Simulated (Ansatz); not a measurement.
Given:

C:
```cif
data_C12
_chemical_formula_sum 'C12'
_space_group_name_H-M_alt 'P 1'
_space_group_IT_number 1
_cell_length_a 3.79578
_cell_length_b 3.79578
_cell_length_c 4.67224
_cell_angle_alpha 90.000
_cell_angle_beta 90.000
_cell_angle_gamma 90.000
loop_
_space_group_symop_operation_xyz
  'x, y, z'
loop_
_atom_site_label
_atom_site_type_symbol
_atom_site_fract_x
_atom_site_fract_y
_atom_site_fract_z
_atom_site_occupancy
C1 C 0.92394 0.07606 0.75000 1
C2 C 0.42394 0.42394 0.00000 1
C3 C 0.07606 0.92394 0.25000 1
C4 C 0.57606 0.57606 0.50000 1
C5 C 0.62115 0.16707 0.53363 1
C6 C 0.33293 0.12115 0.78363 1
C7 C 0.37885 0.83293 0.03363 1
C8 C 0.66707 0.87885 0.28363 1
C9 C 0.12115 0.33293 0.21637 1
C10 C 0.83293 0.37885 0.96637 1
C11 C 0.87885 0.66707 0.71637 1
C12 C 0.16707 0.62115 0.46637 1
```

This is the r²SCAN-relaxed structure.

Q: All from plane-wave PAW r²SCAN (Ansatz code), unless another level is named. Estimate the electron effective mass.

A: 0.40, 0.43, 0.43 mₑ (principal values).

Q: Predict the band gap.

A: 5.37 eV (indirect).

Q: Predict the hole effective mass.

A: 0.42, 2.0, 2.7 mₑ (principal values).

Q: What about the smallest direct gap on the standard path?

A: 5.91 eV.

Q: Predict the conduction-band minimum.

A: at Γ.

Space group P4_12_12. The start of the workflow was typed in or built on a structure type; neither database checked (COD, Materials Project) lists it. It is not the phase usual at ambient conditions (space group No. 194, 227). Symmetry was held in the r²SCAN relaxation; its stability against distortions is not shown here. The volume moved by 26 % from the start of the relaxation.

Potentials: the earlier of the program's two PAW sets.
